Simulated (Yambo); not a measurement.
**Optical response of NaF**

```xyz
2
Lattice="0.0000 2.3137 2.3137 2.3137 0.0000 2.3137 2.3137 2.3137 0.0000" Properties=species:S:1:pos:R:3 pbc="T T T"
F      2.3137     2.3137     2.3137
Na     0.0000     0.0000     0.0000
```

Yambo, RPA with local fields on PBEsol bands shifted by a G0W0 scissor of 4.53 eV; 16×16×16 mesh, 21 bands, 4 Ry local-field block, 0.2 eV broadening; field along x.

| E (eV) | Im ε | Re ε | Im ε, independent particles |
|---|---|---|---|
| 0.0 | 0.00 | 1.62 | 0.00 |
| 0.5 | 0.00 | 1.62 | 0.00 |
| 1.0 | 0.00 | 1.62 | 0.00 |
| 1.5 | 0.00 | 1.62 | 0.00 |
| 2.0 | 0.00 | 1.62 | 0.00 |
| 2.5 | 0.00 | 1.63 | 0.00 |
| 3.0 | 0.00 | 1.63 | 0.00 |
| 3.5 | 0.00 | 1.64 | 0.00 |
| 4.0 | 0.00 | 1.65 | 0.00 |
| 4.5 | 0.00 | 1.66 | 0.00 |
| 5.0 | 0.00 | 1.67 | 0.00 |
| 5.5 | 0.01 | 1.68 | 0.01 |
| 6.0 | 0.01 | 1.69 | 0.01 |
| 6.5 | 0.01 | 1.71 | 0.01 |
| 7.0 | 0.01 | 1.73 | 0.01 |
| 7.5 | 0.01 | 1.76 | 0.01 |
| 8.0 | 0.01 | 1.78 | 0.01 |
| 8.5 | 0.02 | 1.82 | 0.02 |
| 9.0 | 0.02 | 1.86 | 0.02 |
| 9.5 | 0.03 | 1.92 | 0.03 |
| 10.0 | 0.04 | 2.00 | 0.04 |
| 10.5 | 0.09 | 2.13 | 0.09 |
| 11.0 | 0.31 | 2.25 | 0.32 |
| 11.5 | 0.48 | 2.20 | 0.49 |
| 12.0 | 0.59 | 2.09 | 0.61 |
| 12.5 | 0.67 | 1.98 | 0.69 |
| 13.0 | 0.77 | 1.98 | 0.80 |
| 13.5 | 0.73 | 1.92 | 0.76 |
| 14.0 | 0.82 | 1.80 | 0.86 |
| 14.5 | 0.84 | 1.85 | 0.89 |
| 15.0 | 0.87 | 1.77 | 0.93 |
| 15.5 | 1.06 | 1.58 | 1.12 |
| 16.0 | 0.96 | 1.43 | 1.03 |
| 16.5 | 0.83 | 1.39 | 0.91 |
| 17.0 | 0.69 | 1.47 | 0.79 |
| 17.5 | 0.68 | 1.66 | 0.84 |
| 18.0 | 1.06 | 1.90 | 1.43 |
| 18.5 | 1.48 | 1.24 | 1.68 |
| 19.0 | 1.07 | 0.93 | 1.15 |
| 19.5 | 0.84 | 0.93 | 0.91 |
| 20.0 | 0.75 | 0.99 | 0.85 |

Structure narrower than a few tenths of an eV can come from the finite k mesh. Convergence of the RPA response with its 16×16×16 mesh was not tested. The scissor comes from a G0W0 run whose convergence isn't established. No excitonic effects at this level.

Geometry relaxed with PBEsol.
